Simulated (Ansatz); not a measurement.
KI (rock salt)

```cif
data_I4K4
_chemical_formula_sum 'I4 K4'
_space_group_name_H-M_alt 'Fm-3m'
_space_group_IT_number 225
_space_group_name_Hall '-F 4 2 3'
_cell_length_a 7.18126
_cell_length_b 7.18126
_cell_length_c 7.18126
_cell_angle_alpha 90.000
_cell_angle_beta 90.000
_cell_angle_gamma 90.000
loop_
_atom_site_label
_atom_site_type_symbol
_atom_site_symmetry_multiplicity
_atom_site_Wyckoff_symbol
_atom_site_fract_x
_atom_site_fract_y
_atom_site_fract_z
_atom_site_occupancy
I1 I 4 a 0.00000 0.00000 0.00000 1
K1 K 4 b 0.50000 0.50000 0.50000 1
```
(The calculation used a cell of 2 atoms; values per cell refer to that cell.)

Two coordinates are scanned: the volume, and the ratio of the stretch along z (the conventional c axis) to the stretch across it. Atoms keep their fractional coordinates.

Computed with PBE (plane waves to 420 eV, PAW, scalar-relativistic; Ansatz, an electronic-structure program). k mesh 8×8×8 (Γ-centred), Fermi-Dirac smearing 0.05 eV. The energy includes the smearing's −TS. Stress and pressure are positive under compression. KI was relaxed with its symmetry unable to fall. Spin-orbit coupling is left out, though I is heavy. The relaxed volume of KI is well above the measured one; the method has no dispersion term. The zero of ΔE is the relaxed starting cell.

ΔE (meV/atom), with V/V₀ across and (c/a)/(c/a)₀ down:

| (c/a)/(c/a)₀ \ V/V₀ | 0.920 | 0.947 | 0.973 | 1.000 | 1.027 | 1.053 | 1.080 |
|---|---|---|---|---|---|---|---|
| 0.960 | 16.6 | 9.3 | 5.1 | 3.5 | 4.1 | 6.5 | 10.7 |
| 0.973 | 13.7 | 6.8 | 2.9 | 1.5 | 2.3 | 5.0 | 9.3 |
| 0.987 | 12.1 | 5.4 | 1.6 | 0.4 | 1.3 | 4.1 | 8.6 |
| 1.000 | 11.6 | 4.9 | 1.2 | 0.0 | 1.0 | 3.9 | 8.3 |
| 1.013 | 12.1 | 5.3 | 1.6 | 0.3 | 1.3 | 4.1 | 8.6 |
| 1.027 | 13.5 | 6.6 | 2.7 | 1.3 | 2.1 | 4.9 | 9.2 |
| 1.040 | 15.7 | 8.6 | 4.4 | 2.9 | 3.5 | 6.0 | 10.2 |

σzz (GPa), with V/V₀ across and (c/a)/(c/a)₀ down:

| (c/a)/(c/a)₀ \ V/V₀ | 0.920 | 0.947 | 0.973 | 1.000 | 1.027 | 1.053 | 1.080 |
|---|---|---|---|---|---|---|---|
| 0.960 | 2.09 | 1.54 | 1.07 | 0.67 | 0.31 | 0.01 | -0.25 |
| 0.973 | 1.72 | 1.22 | 0.79 | 0.42 | 0.10 | -0.18 | -0.41 |
| 0.987 | 1.38 | 0.93 | 0.53 | 0.20 | -0.09 | -0.34 | -0.55 |
| 1.000 | 1.09 | 0.67 | 0.31 | 0.00 | -0.26 | -0.48 | -0.67 |
| 1.013 | 0.82 | 0.44 | 0.11 | -0.16 | -0.40 | -0.60 | -0.78 |
| 1.027 | 0.58 | 0.24 | -0.06 | -0.31 | -0.53 | -0.71 | -0.86 |
| 1.040 | 0.38 | 0.06 | -0.21 | -0.44 | -0.63 | -0.80 | -0.94 |

Derived quantities:

```
Property                                                                                           Result
-----------------------------------------------------  --------------------------------------------------
Shear modulus C′ = (C11 − C12)/2 (fit, atoms clamped)                                            10.1 GPa
Lowest place on the grid                                V/V₀ = 1.000, (c/a)/(c/a)₀ = 1.000 (0.0 meV/atom)
Highest place on the grid                              V/V₀ = 0.920, (c/a)/(c/a)₀ = 0.960 (16.6 meV/atom)
```

(A scan under strain: stresses follow from slopes of the energy per volume, elastic moduli from its curvatures.)
